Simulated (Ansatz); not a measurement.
Ta2N:
```xyz
3
Lattice="3.0754 0.0000 0.0000 -1.5377 2.6633 0.0000 0.0000 0.0000 4.8319" Properties=species:S:1:pos:R:3 pbc="T T T"
N      0.0000     0.0000     0.0000
Ta     0.0000     1.7756     1.2272
Ta     1.5377     0.8878     3.6047
```

Relaxed with PBEsol. Special points in fractions of this cell's reciprocal vectors: Γ (0.000, 0.000, 0.000); M (0.500, 0.000, 0.000); K (0.333, 0.333, 0.000); A (0.000, 0.000, 0.500); L (0.500, 0.000, 0.500); H (0.333, 0.333, 0.500).

Question: List the band energies nearest the Fermi level at these points for DFT-PBEsol in the program Ansatz with PAW potentials.

Answer: In eV from the Fermi level; about four levels below and three above (degenerate sets whole), none deeper than 8.9 eV; points with the same levels are listed once.

```csv
k,below,above
Γ,-4.89 -0.71 -0.23 -0.23,0.33 0.33 0.35
M,-6.50 -4.69 -2.60 -1.31,1.83 2.04 3.90
K,-6.33 -3.42 -2.73 -2.73,1.37 1.37 3.04
A,-2.91 -2.65 -1.13 -1.13,1.86 2.10 2.38 2.38
L,-3.40 -2.11 -2.07 -0.22,0.82 3.47 3.70
H,-6.49 -2.49 -1.88 -1.88,0.62 0.81 0.81
```

Space group P-3m1 (anti-CdI2 type). Symmetry was held in the PBEsol relaxation. The run is not spin-polarised. The volume moved by 17 % from the start of the relaxation. With an odd number of electrons in the cell and no spin polarisation, the count alone makes it a metal. Spin–orbit coupling is left out wherever it is not named.

Potentials: the later of the program's two PAW sets.
